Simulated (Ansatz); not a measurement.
Input file for Ansatz (a quantum-chemistry and plane-wave program):

Ansatz 0.2 input:
```yaml
crystal:
  lattice:
    - [4.7201639819, 0.0, 0.0]
    - [0.0, 4.7201639819, 0.0]
    - [0.0, 0.0, 3.1887214871]
  atoms:
    - { symbol: Sn, position: [0.5, 0.5, 0.5] }
    - { symbol: Sn, position: [0.0, 0.0, 0.0] }
    - { symbol: O, position: [0.1939260016, 0.8060739984, 0.5] }
    - { symbol: O, position: [0.8060739984, 0.1939260016, 0.5] }
    - { symbol: O, position: [0.6939260016, 0.6939260016, 0.0] }
    - { symbol: O, position: [0.3060739984, 0.3060739984, 0.0] }
kpoints:
  mp_grid: { grid: [6, 6, 9] }
hamiltonian:
  xc: lda
  pseudopotentials: { azcp: { folder: ./paw }, kind: paw }
scf:
  occupations: { method: fixed }
phonons:
  method: dfpt
  response_accuracy: low
  qmesh: [2, 2, 3]
  interpolated_qmesh: [12, 12, 17]
  dielectric: true
  rigid_motions: translations
  temperatures: { t_max: 1000, t_step: 50 }
  qpath:
    path:
      - [[0.0, 0.0, 0.0], [0.0, 0.5, 0.0], [0.5, 0.5, 0.0], [0.0, 0.0, 0.0], [0.0, 0.0, 0.5], [0.0, 0.5, 0.5], [0.5, 0.5, 0.5], [0.0, 0.0, 0.5]]  # Γ-X-M-Γ-Z-R-A-Z
      - [[0.0, 0.5, 0.0], [0.0, 0.5, 0.5]]  # X-R
      - [[0.5, 0.5, 0.0], [0.5, 0.5, 0.5]]  # M-A
    npoints: 9
```

Output (shortened):

```
WARN phonons: the dynamical matrix that this run interpolates holds no multipole term above the dipole-dipole one, and a site of this crystal is no centre of …
Pseudopotential: Sn, paw, valence charge 14
Pseudopotential: O, paw, valence charge 6
Functional definition: SPW92
Crystal: 6 atoms, lattice volume = 71.045 Å³
Basis set: ecut = 420 eV, 1411 PW (Γ), exchange–correlation on 64×64×48 points (8 copies of the dense FFT grid, shifted against one another)
Bands: 32, of which v1, the nominal top of the filled ones, is band 26 counted from 1 (25 counted from 0)
Symmetry: 16 space group operations
k-points: 164 of 324 (irreducible under 1 space group operation, time reversal used)
SCF 1 converged in 9 iterations: F = -13980.541728 eV  dr2 = 6.27e-11
── the response to a field inside a basis, on 6×6×10 k-points: an SCF that follows is theirs, and a resumed run solves both again ──
Crystal: 6 atoms, lattice volume = 71.045 Å³
Bands: 27, of which v1, the nominal top of the filled ones, is band 26 counted from 1 (25 counted from 0)
k-points: 30 of 360
SCF 1 converged in 4 iterations: F = -13980.445807 eV  dr2 = 7.81e-8
WARN: field response: ε∞ stands inside a basis, on 6×6×10 points …
SCF converged after 9 iterations
Free energy (F): -13980.541728 eV
Harris-Foulkes:  -13980.541728 eV  (|F-HF|=2.00e-11)
Internal energy: -13980.541728 eV  (E = F + TS)
E sigma→0 (E₀):  -13980.541728 eV
Fermi energy:    9.303676 eV
--- Per-component energies (eV) ---
  E_band       = -123.894790
  E_kinetic    = 1017.449476
  E_local      = -3153.143732  (includes V_loc(G=0)·N_el)
  E_nonlocal   = 518.558654
  E_hartree    = 1429.249937
  E_xc         = -530.089465
  E_vxc        = -523.278578  (∫ρ·V_xc dr)
  E_paw        = -9067.919444  (= ΣΔE_a)
  E_vpaw       = -841.984281  (= ΣTr[D̂ρ^β])
  E_aug_tail   = 0.004003  (compensation charges beyond the density's cutoff)
  E_ewald      = -4195.888624
  E_core_change = 1.237468  (= ΣΔE_core)
  E_smearing   =  0.000000  (= −TS)
  E_closure    =  0.000000  (closes the sum)
  Σ components = -13980.541728   (vs F -13980.541728, Δ=0.00e0)
--- Band table (eV; the first three rows and the last of 164) ---
  k-point 0: bands = ["-11.7110", "-10.9352", "-10.6517", "-10.6311", "-10.6311", "-10.5496", "-10.4909", "-10.3939", "-10.3722", "-10.3722", "-9.4995", "-7.5328", "-7.5328", "-5.6652", "1.0177", "5.1280", "5.1280", "5.2238", "6.0895", "7.2268", "7.3804", …
  k-point 1: bands = ["-11.6513", "-10.8603", "-10.7501", "-10.7501", "-10.6280", "-10.5608", "-10.4855", "-10.3944", "-10.3903", "-10.3903", "-9.4311", "-7.3334", "-7.3334", "-5.7601", "0.9965", "5.1263", "5.2450", "5.2450", "6.1725", "6.3764", "7.2971", …
  k-point 2: bands = ["-11.4903", "-11.0133", "-11.0133", "-10.7175", "-10.5655", "-10.5632", "-10.4708", "-10.4266", "-10.4266", "-10.3967", "-9.1968", "-6.8661", "-6.8661", "-6.0609", "0.9806", "4.9379", "4.9781", "5.5460", "5.5460", "6.4164", "6.6283", …
  k-point 163: bands = ["-11.4218", "-11.4218", "-10.9895", "-10.9895", "-10.4902", "-10.4902", "-10.4146", "-10.4146", "-10.3863", "-10.3863", "-7.4788", "-7.4788", "-6.1408", "-6.1408", "1.1746", "1.1746", "4.2157", "4.2157", "6.6246", "6.6246", "6.8635", …
--- Phonons (Γ-DFPT): 4 representative perturbations + reference, on 164 of 324 k-points (Σ response iterations 12) ---
  ASR residual: 1.709e-4 → 0.000e0 eV/Å²; symmetrization residual: 1.320e-5 eV/Å²
  ASR residual per site (eV/Å²): 5.57e-5 5.57e-5 1.71e-4 1.71e-4 1.71e-4 1.71e-4
  Γ frequencies (cm⁻¹): 0.00 0.00 0.00 103.97 146.34 224.11 224.11 280.25 280.25 348.95 459.12 465.73 465.73 558.22 595.40 595.40 625.60 754.53
  ε∞ (high-frequency dielectric tensor):
        4.423487     0.000000     0.000000
        0.000000     4.423487     0.000000
        0.000000     0.000000     4.762945
  ε⁰ (static dielectric tensor: ions relaxed, cell fixed):
       13.011477     0.000000     0.000000
        0.000000    13.011477     0.000000
        0.000000     0.000000    10.114859
  ε⁰ − ε∞ (ionic part):
        8.587990     0.000000     0.000000
        0.000000     8.587990     0.000000
        0.000000     0.000000     5.351914
  softest optical mode at Γ: 103.97 cm⁻¹; the repairs (sum rule, projections) moved no ω² at Γ by more than (2.76 cm⁻¹)²
  Born effective charges Z* (e; rows j = field, columns β = displacement):
    site 0:
         4.11941   -0.45311    0.00000
        -0.45311    4.11941    0.00000
         0.00000    0.00000    4.53058
    site 1:
         4.11941    0.45311    0.00000
         0.45311    4.11941    0.00000
         0.00000    0.00000    4.53058
    site 2:
        -2.05970    0.72955    0.00000
         0.72955   -2.05970    0.00000
         0.00000    0.00000   -2.26529
    site 3:
        -2.05970    0.72955    0.00000
         0.72955   -2.05970    0.00000
         0.00000    0.00000   -2.26529
    site 4:
        -2.05970   -0.72955    0.00000
        -0.72955   -2.05970    0.00000
         0.00000    0.00000   -2.26529
    site 5:
        -2.05970   -0.72955    0.00000
        -0.72955   -2.05970    0.00000
         0.00000    0.00000   -2.26529
  Z* charge neutrality: 1.128e-2 e pre-enforcement
  solved inside a basis spanned on kpoints, on 6×6×10 k-points, its susceptibility summed on 10×10×14: ε∞ is read to err by 2.0e-2, Z* by 3.7e-2 e (field_mesh …
  optical modes at Γ without the LO–TO term, one row a degenerate level:
      ω (cm⁻¹)  modes    IR ((D/Å)²/amu)
        103.97      1             0.0000
        146.34      1             0.0000
        224.11      2            19.4691
        280.25      2             4.6769
        348.95      1             0.0000
        459.12      1            37.5773
        465.73      2             0.0000
        558.22      1             0.0000
        595.40      2            44.2860
        625.60      1             0.0000
        754.53      1             0.0000
  optical modes at Γ + LO–TO along q̂ = [1.0000, 0.0000, 0.0000]:
      ω (cm⁻¹)  modes    IR ((D/Å)²/amu)
        103.97      1             0.0000
        146.34      1             0.0000
        224.11      1             9.7346
        264.35      1             0.3831
        280.25      1             2.3384
        331.46      1             3.9551
        348.95      1             0.0000
        459.12      1            37.5773
        465.73      2             0.0000
        558.22      1             0.0000
        595.40      1            22.1430
        625.60      1             0.0000
        731.93      1            29.8778
        754.53      1             0.0000
  optical modes at Γ + LO–TO along q̂ = [0.0000, 1.0000, 0.0000]:
      ω (cm⁻¹)  modes    IR ((D/Å)²/amu)
        103.97      1             0.0000
        146.34      1             0.0000
        224.11      1             9.7346
        264.35      1             0.3831
        280.25      1             2.3384
        331.46      1             3.9551
        348.95      1             0.0000
        459.12      1            37.5773
        465.73      2             0.0000
        558.22      1             0.0000
        595.40      1            22.1430
        625.60      1             0.0000
        731.93      1            29.8778
        754.53      1             0.0000
  optical modes at Γ + LO–TO along q̂ = [0.0000, 0.0000, 1.0000]:
      ω (cm⁻¹)  modes    IR ((D/Å)²/amu)
        103.97      1             0.0000
        146.34      1             0.0000
        224.11      2            19.4691
        280.25      2             4.6769
        348.95      1             0.0000
        465.73      2             0.0000
        558.22      1             0.0000
        595.40      2            44.2860
        625.60      1             0.0000
        669.06      1            37.5773
        754.53      1             0.0000
  non-analytic LO–TO correction: the dipole-dipole term of the run's Born effective charges and high-frequency dielectric tensor (where they are solved with …
--- Phonons (arbitrary-q DFPT): 6 irreducible q on the 2×2×3 mesh ---
  q = [0.0000, 0.0000, 0.0000] (star 1, of the zone-centre solve; hermiticity 1.06e-6, symmetrization 3.00e-7):  0.00  0.00 0.00 103.97 146.34 224.11 224.11 280.25 280.25 348.95 459.12 465.73 465.73 558.22 595.40 595.40 625.60 754.53
  q = [0.0000, 0.0000, 0.3333] (star 2, 4 solved perturbations in 594 linear systems a pass and spin channel, the states on 180 of 324 k-point pairs; hermiticity 5.45e-7, symmetrization 1.50e-11): 108.17 108.17 194.83 204.74 204.74 239.95 249.98 249.98 273.26 …
  q = [0.0000, -0.5000, 0.0000] (star 2, 6 solved perturbations on 100 of 324 k-point pairs; hermiticity 3.36e-5, symmetrization 1.68e-5): 109.90 109.90 152.95 152.95 189.96 189.96 229.49 229.49 334.80 334.80 452.67 452.67 525.15 525.15 597.50 597.50 751.46 751.46
  q = [0.0000, -0.5000, 0.3333] (star 4, 6 solved perturbations on 180 of 324 k-point pairs; hermiticity 2.44e-5, symmetrization 1.15e-5): 134.88 134.88 158.16 158.16 215.79 215.79 271.92 271.92 292.83 292.83 493.17 493.17 533.93 533.93 633.75 633.75 712.14 712.14
  q = [-0.5000, -0.5000, 0.0000] (star 1, 4 solved perturbations in 330 linear systems a pass and spin channel, the states on 100 of 324 k-point pairs; hermiticity 6.50e-5, symmetrization 3.25e-5): 78.18 78.18 117.27 117.27 218.98 218.98 232.36 232.36 350.22 …
  q = [-0.5000, -0.5000, 0.3333] (star 2, 4 solved perturbations in 594 linear systems a pass and spin channel, the states on 180 of 324 k-point pairs; hermiticity 3.39e-5, symmetrization 1.74e-5): 102.41 102.41 186.93 186.93 224.18 224.18 265.71 265.71 …
  sum rule: each row above includes the acoustic sum rule's correction from the zone centre's row sums; it moved no ω² by more than (1.88 cm⁻¹)²
  mesh force constants: q→R imaginary residual 1.46e-16; ASR residual 1.709e-4 → 0.000e0 eV/Å²; symmetrization residual 1.599e-14 eV/Å²
  interpolated dispersion: 85 rows × 18 modes
  density of states and harmonic sums: on the 12×12×17 q-mesh, interpolated from the force constants of a 2×2×3 supercell (with the dipole–dipole term)
  largest difference from the sums on the solved wave vectors: F 4.81e-2 eV, S 6.98e-5 and C_V 2.12e-5 eV/K
  zero-point energy: 0.422194 eV/cell   skipped modes (ω ≤ 0): 3   left out of the sums: 6.81e-5 of the cell's modes …
```

Cost: around 14 core-minutes (rough) on shared cores.

Space group P4_2/mnm (rutile). The cell was relaxed with LDA under the symmetry of its start. Spin–orbit coupling is left out wherever it is not named.

Potentials: the earlier of the program's two PAW sets.

Ansatz is a plane-wave DFT program.
